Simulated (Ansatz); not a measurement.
SiRh in space group P-6m2 (No. 187; Rh on 1a, Si on 1f) at seven volumes, PBE (plane waves, PAW; program Ansatz), shape and atoms relaxed at each. One row is withheld.

| V (Å³/atom) | P (GPa) |
|---|---|
| 13.494 | 21.45 |
| 13.939 | 13.06 |
| 14.384 | ? |
| 14.829 | 0.00 |
| 15.274 | -5.05 |
| 15.719 | -9.31 |
| 16.163 | -12.88 |

Task: Fit the shown pressures and predict the withheld one.

Result: P = (3/2)B₀(x^(7/2) − x^(5/2))[1 + (3/4)(B′ − 4)(x − 1)] with x = (V₀/V)^(2/3). Least squares on the six rows gives V₀ = 14.829 Å³/atom, B₀ = 183 GPa, B′ = 4.64. At V = 14.384, x = 1.0205 and P = 5.98 GPa. The run itself gave 5.98 GPa.

A made-up cell: these elements were put on the sites of a structure type; neither database checked (COD, Materials Project) lists it. COD files the formula under space group No. 14, so this cell is another polymorph or a model. Its standing as an ambient phase is unchecked. Symmetry was held in the PBE relaxation; its stability against distortions is not shown here. The run is not spin-polarised.

Potentials: the later of the program's two PAW sets.
